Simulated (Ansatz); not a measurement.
CrSb2C3, before and after

The cell of CrSb2C3 is invented: random cell by space group and Wyckoff sites (P6mm, No. 183). The dimensions are guesses.

start:

Space group P6mm (No. 183). a = 4.576 Å, b = 4.576 Å, c = 7.091 Å, α = 90.00°, β = 90.00°, γ = 120.00°
```csv
atom,site,symmetry,x,y,z
Cr,1a,6mm,0.0000,0.0000,0.4353
Sb,2b,3m.,0.3333,0.6667,0.8321
C,3c,2mm,0.5000,0.0000,0.5013
```

Level of theory: DFT PBE, scalar-relativistic, plane waves, PAW (Ansatz 0.2.0). Cutoff 420 eV, Gaussian smearing, Γ-centred meshes. Cell and atoms relax first on a coarse mesh and then on a finer one. In between, the cell is made exact in the group found at 0.06 Å. In metals the finer mesh still leaves noise of several meV/atom or more. The steps can't lower the symmetry of their start. Collinear spin, starting moments Cr 3.0 μB.

end:

Space group P6mm (No. 183). a = 4.874 Å, b = 4.874 Å, c = 5.170 Å, α = 90.00°, β = 90.00°, γ = 120.00°
```tsv
atom	site	symmetry	x	y	z
Cr	1a	6mm	0.0000	0.0000	0.4342
Sb	2b	3m.	0.3333	0.6667	0.8486
C	3c	2mm	0.5000	0.0000	0.4907
```

The symmetry stays P6mm (No. 183). The volume per atom shrinks by 17.3 %, from 21.4 to 17.7 Å³. The shortest distance goes from 2.29 Å (C–C) to 2.32 Å (Sb–C). The ratio c/a of the conventional cell changes by a factor of 0.68. The energy falls by about 0.20 eV/atom (the start's value is from the coarse mesh).

```json
{
  "Volume per atom": "17.7 Å³",
  "Density": "5.2 g/cm³",
  "Energy over the elements": "+2.22 eV/atom",
  "Gap on the 12×12×8 mesh of the 6-atom cell": "0 eV (a metal)",
  "Net moment per atom": "0.61 μB",
  "Moment by site": "Cr 3.2 μB"
}
```

Energies over the elements count from the elements' standard structures at the same level, with no fitted energy shifts. It can't be a ground state, since the elements alone are lower.

The last run used collinear spin and Gaussian smearing of 0.10 eV. Weakly bound directions are ill-defined at this level, which has no dispersion term. These runs have no spin–orbit coupling, which can matter for Sb. The reference form of C is held partly by dispersion forces, which this level lacks. The magnetic state reached may not be the lowest. A structure relaxed within its symmetry needn't be a true minimum. In all, the 3 runs took 7.2 min on 1 thread of Intel(R) Xeon(R) Platinum 8488C (Sapphire Rapids) (shared host). Site moments count only spheres around the atoms; the net moment includes the space between them.
